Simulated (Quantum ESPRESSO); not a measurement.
## Al2GaInAs4 (input and log of a self-consistent run)

A calculation, not a measurement. The program is pw.x of Quantum ESPRESSO 7.5 (plane-wave density functional theory). The cell is made up: 8 atoms on a zincblende/diamond lattice, with randomly drawn elements, strain and displacements, not relaxed. PseudoDojo standard norm-conserving files (v0.5 for PBE, v0.4.1 for LDA and PBEsol) set the functional; there is no spin polarisation, spin-orbit coupling or dispersion term, and the masses in the input are unused placeholders.

Input:

```
&control calculation='scf', pseudo_dir='./dojo.nc.sr.pbe.v0_5.standard.upf', outdir='./o', disk_io='medium', tprnfor=.true., tstress=.true. /
&system ibrav=0, nat=8, ntyp=4, nbnd=52, ecutwfc=84.00895049, nosym=.true., tot_charge=0,
 occupations='smearing', smearing='fd', degauss=0.0018374661
/
&electrons conv_thr=7.350e-09, electron_maxstep=60, /
ATOMIC_SPECIES
Al 1.0 Al.upf
As 1.0 As.upf
Ga 1.0 Ga.upf
In 1.0 In.upf
CELL_PARAMETERS angstrom
5.7942 -0.06 0.075
-0.06 5.6281 -0.0725
0.075 -0.0725 5.5973
ATOMIC_POSITIONS angstrom
Al -0.0244 0.0754 -0.0467
Ga -0.0415 2.8311 2.7862
Al 2.8985 0.0119 2.8656
In 2.8489 2.6888 -0.0675
As 1.2868 1.4389 1.4832
As 1.3357 4.2174 4.1945
As 4.2486 1.3724 4.1975
As 4.3338 4.2445 1.4346
K_POINTS automatic
4 4 4 1 1 1
```

The log is shortened where brackets say so; the opening notice, blank lines, dates and the lines on written files are dropped, and the path of the files is cut. It prints rydbergs, bohrs and kilobars, and counts compression as positive stress.

```
     Program PWSCF v.7.5
     Parallel version (MPI & OpenMP), running on       1 processor cores
     Number of MPI processes:                 1
     Threads/MPI process:                     1
     [start-up lines left out]
     bravais-lattice index     =            0
     lattice parameter (alat)  =      10.9510  a.u.
     unit-cell volume          =    1231.2217 (a.u.)^3
     number of atoms/cell      =            8
     number of atomic types    =            4
     number of electrons       =        92.00
     number of Kohn-Sham states=           52
     kinetic-energy cutoff     =      84.0090  Ry
     charge density cutoff     =     336.0358  Ry
     scf convergence threshold =      7.3E-09
     mixing beta               =       0.7000
     number of iterations used =            8  plain     mixing
     Exchange-correlation= PBE
                           (   1   4   3   4   0   0   0)
     [axes and pseudopotential details left out]
   Cartesian axes
     site n.     atom                  positions (alat units)
         1        Al     tau(   1) = (  -0.0042105   0.0130112  -0.0080587  )
         2        Ga     tau(   2) = (  -0.0071614   0.4885422   0.4807941  )
         3        Al     tau(   3) = (   0.5001729   0.0020535   0.4944956  )
         4        In     tau(   4) = (   0.4916138   0.4639865  -0.0116480  )
         5        As     tau(   5) = (   0.2220536   0.2483004   0.2559450  )
         6        As     tau(   6) = (   0.2304920   0.7277658   0.7238141  )
         7        As     tau(   7) = (   0.7331498   0.2368250   0.7243318  )
         8        As     tau(   8) = (   0.7478521   0.7324423   0.2475584  )
     number of k points=    32  Fermi-Dirac smearing, width (Ry)=  0.0018
                       cart. coord. in units 2pi/alat
        k(    1) = (   0.1247054   0.1317038   0.1294499), wk =   0.0625000
        k(    2) = (   0.1213881   0.1350037   0.3883671), wk =   0.0625000
     [further k points left out]
     Dense  grid:   127957 G-vectors     FFT dimensions: (  64,  64,  64)
     Estimated max dynamical RAM per process >     188.10 MB
     Initial potential from superposition of free atoms
     starting charge      91.9876, renormalised to      92.0000
     Starting wfcs are   62 randomized atomic wfcs
     total cpu time spent up to now is       19.1 secs
     per-process dynamical memory:   102.8 Mb
     Self-consistent Calculation
     iteration #  1     ecut=    84.01 Ry     beta= 0.70
     Davidson diagonalization with overlap
     ethr =  1.00E-02,  avg # of iterations =  4.4
     Threshold (ethr) on eigenvalues was too large:
     Diagonalizing with lowered threshold
     Davidson diagonalization with overlap
     ethr =  2.79E-04,  avg # of iterations =  2.8
     total cpu time spent up to now is      106.3 secs
     total energy              =   -1143.72202676 Ry
     estimated scf accuracy    <       0.26908653 Ry
     iteration #  2     ecut=    84.01 Ry     beta= 0.70
     Davidson diagonalization with overlap
     ethr =  2.92E-04,  avg # of iterations =  3.5
     total cpu time spent up to now is      144.7 secs
     total energy              =   -1143.76992051 Ry
     estimated scf accuracy    <       0.04767489 Ry
     iteration #  3     ecut=    84.01 Ry     beta= 0.70
     Davidson diagonalization with overlap
     ethr =  5.18E-05,  avg # of iterations =  6.2
     total cpu time spent up to now is      182.3 secs
     total energy              =   -1143.78040898 Ry
     estimated scf accuracy    <       0.00602073 Ry
     iteration #  4     ecut=    84.01 Ry     beta= 0.70
     Davidson diagonalization with overlap
     ethr =  6.54E-06,  avg # of iterations =  5.9
     total cpu time spent up to now is      229.0 secs
     total energy              =   -1143.78202910 Ry
     estimated scf accuracy    <       0.00171185 Ry
     iteration #  5     ecut=    84.01 Ry     beta= 0.70
     Davidson diagonalization with overlap
     ethr =  1.86E-06,  avg # of iterations =  3.1
     total cpu time spent up to now is      261.5 secs
     total energy              =   -1143.78231266 Ry
     estimated scf accuracy    <       0.00003805 Ry
     iteration #  6     ecut=    84.01 Ry     beta= 0.70
     Davidson diagonalization with overlap
     ethr =  4.14E-08,  avg # of iterations =  4.7
     total cpu time spent up to now is      303.2 secs
     total energy              =   -1143.78233106 Ry
     estimated scf accuracy    <       0.00001602 Ry
     iteration #  7     ecut=    84.01 Ry     beta= 0.70
     Davidson diagonalization with overlap
     ethr =  1.74E-08,  avg # of iterations =  2.1
     total cpu time spent up to now is      334.8 secs
     total energy              =   -1143.78233347 Ry
     estimated scf accuracy    <       0.00000251 Ry
     iteration #  8     ecut=    84.01 Ry     beta= 0.70
     Davidson diagonalization with overlap
     ethr =  2.72E-09,  avg # of iterations =  2.6
     total cpu time spent up to now is      366.5 secs
     total energy              =   -1143.78233384 Ry
     estimated scf accuracy    <       0.00000020 Ry
     iteration #  9     ecut=    84.01 Ry     beta= 0.70
     Davidson diagonalization with overlap
     ethr =  2.20E-10,  avg # of iterations =  4.4
     total cpu time spent up to now is      406.7 secs
     total energy              =   -1143.78233395 Ry
     estimated scf accuracy    <       0.00000004 Ry
     iteration # 10     ecut=    84.01 Ry     beta= 0.70
     Davidson diagonalization with overlap
     ethr =  4.14E-11,  avg # of iterations =  2.1
     total cpu time spent up to now is      435.0 secs
     total energy              =   -1143.78233395 Ry
     estimated scf accuracy    <          9.2E-09 Ry
     iteration # 11     ecut=    84.01 Ry     beta= 0.70
     Davidson diagonalization with overlap
     ethr =  1.00E-11,  avg # of iterations =  3.0
     total cpu time spent up to now is      465.3 secs
     End of self-consistent calculation
     [lines on levels left out]
!    total energy              =   -1143.78233395 Ry
     estimated scf accuracy    <          2.6E-10 Ry
     smearing contrib. (-TS)   =      -0.00000000 Ry
     internal energy E=F+TS    =   -1143.78233395 Ry
     The total energy is F=E-TS. E is the sum of the following terms:
     one-electron contribution =    -663.91806191 Ry
     hartree contribution      =     383.16228713 Ry
     xc contribution           =    -276.70874716 Ry
     ewald contribution        =    -586.31781201 Ry
     convergence has been achieved in  11 iterations
     Forces acting on atoms (cartesian axes, Ry/au):
     atom    1 type  1   force =    -0.03759171    0.01651008    0.02024398
     atom    2 type  3   force =    -0.03083746    0.03150964    0.00368956
     atom    3 type  1   force =    -0.03767049   -0.02841742   -0.03088019
     atom    4 type  4   force =    -0.08740971    0.11793602    0.10313355
     atom    5 type  2   force =     0.02525418   -0.05052352   -0.00035781
     atom    6 type  2   force =     0.03128682    0.00408453   -0.02495396
     atom    7 type  2   force =     0.14119114   -0.09695241   -0.07347812
     atom    8 type  2   force =    -0.00422277    0.00585307    0.00260300
     Total force =     0.281106     Total SCF correction =     0.000106
     Computing stress (Cartesian axis) and pressure
          total   stress  (Ry/bohr**3)                   (kbar)     P=       84.41
   0.00050226  -0.00009855  -0.00033959           73.89      -14.50      -49.96
  -0.00009855   0.00058605   0.00039589          -14.50       86.21       58.24
  -0.00033959   0.00039589   0.00063302          -49.96       58.24       93.12
     init_run     :     15.82s CPU     19.03s WALL (       1 calls)
     electrons    :    414.15s CPU    446.20s WALL (       1 calls)
     forces       :      3.74s CPU      3.79s WALL (       1 calls)
     stress       :     13.34s CPU     13.43s WALL (       1 calls)
     [timing details left out]
     PWSCF        :   7m27.27s CPU   8m 3.31s WALL
     JOB DONE.
```

In other units: free energy -15561.951 eV for the cell, pressure 8.44 GPa, largest force component 3.630 eV/Å. A rerun of a related cell, with the same atoms placed differently, at 1437 eV and a 6 x 6 x 6 mesh moved values by no more than 0.011 eV in energy, 0.02 GPa in stress and 0.003 eV/Å in force.